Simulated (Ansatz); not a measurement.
49Ti NMR of the central transition in Na2TiO3

Cell: a computed structure from the Materials Project (it need not be an observed phase), taken as it stands.

```cif
data_Na2TiO3
_symmetry_space_group_name_H-M 'C2/c'
_symmetry_Int_Tables_number 15
_cell_length_a 5.3052
_cell_length_b 9.1938
_cell_length_c 10.8426
_cell_angle_alpha 90.000
_cell_angle_beta 99.640
_cell_angle_gamma 90.000
loop_
_atom_site_label
_atom_site_type_symbol
_atom_site_symmetry_multiplicity
_atom_site_Wyckoff_symbol
_atom_site_fract_x
_atom_site_fract_y
_atom_site_fract_z
Na1 Na 8 f 0.2357 0.0790 0.4995
Na2 Na 4 c 0.2500 0.2500 0.0000
Na3 Na 4 e 0.5000 0.4159 0.2500
Ti9 Ti 4 e 0.5000 0.2491 0.7500
Ti10 Ti 4 e 0.5000 0.0830 0.2500
O13 O 8 f 0.1530 0.1030 0.1469
O14 O 8 f 0.4112 0.0846 0.8523
O15 O 8 f 0.3463 0.2274 0.3519
```

One atom of each set is listed; the run and its k-mesh use a cell of 24 atoms with edges of 5.31, 5.31, 10.84 Å.

Computed with Ansatz: DFT, PBE, plane waves and PAW, scalar-relativistic, 420 eV cutoff, Γ-centred 5×5×2 k-points, Fermi–Dirac smearing 0.02 eV.

49Ti has I = 7/2 and Q = 247.0 mb (Pyykkö 2018); at 18.8 T its Larmor frequency is ν₀ = 45.2 MHz. Only the quadrupole interaction is simulated: positions count from each site's isotropic chemical shift, and J coupling is left out, as are shift anisotropy and dipolar coupling, which fast spinning averages.

Problem. Simulate the second-order pattern (fast magic-angle spinning, Gaussian broadening 0.1 kHz) of site Ti9 (6 O at 1.98–2.02 Å).

Solution. The calculation gives C_Q = 4.47 MHz and η = 0.04, so ν_Q = 0.319 MHz and the centre of gravity lies at -24.9 ppm (-1.13 kHz).

(offset (kHz), height): (-2.930, 0), (-2.842, 1), (-2.755, 5), (-2.668, 5), (-2.580, 6), (-2.493, 6), (-2.406, 6), (-2.318, 6), (-2.231, 6), (-2.144, 6), (-2.056, 7), (-1.969, 7), (-1.882, 9), (-1.794, 48), (-1.707, 86), (-1.620, 61), (-1.532, 49), (-1.445, 44), (-1.358, 41), (-1.270, 40), (-1.183, 39), (-1.096, 39), (-1.008, 40), (-0.921, 42), (-0.834, 44), (-0.746, 48), (-0.659, 54), (-0.572, 67), (-0.484, 100), (-0.397, 87), (-0.310, 12), (-0.222, 0)

The run took 52 s of wall time (53 s of CPU time) and 0.78 GiB at its peak, on 1 thread of Arm Neoverse V1 (aarch64; 8 cores open to the job, memory cap 2.5 GiB, no GPU), a shared host with a load of 0.8 a core.
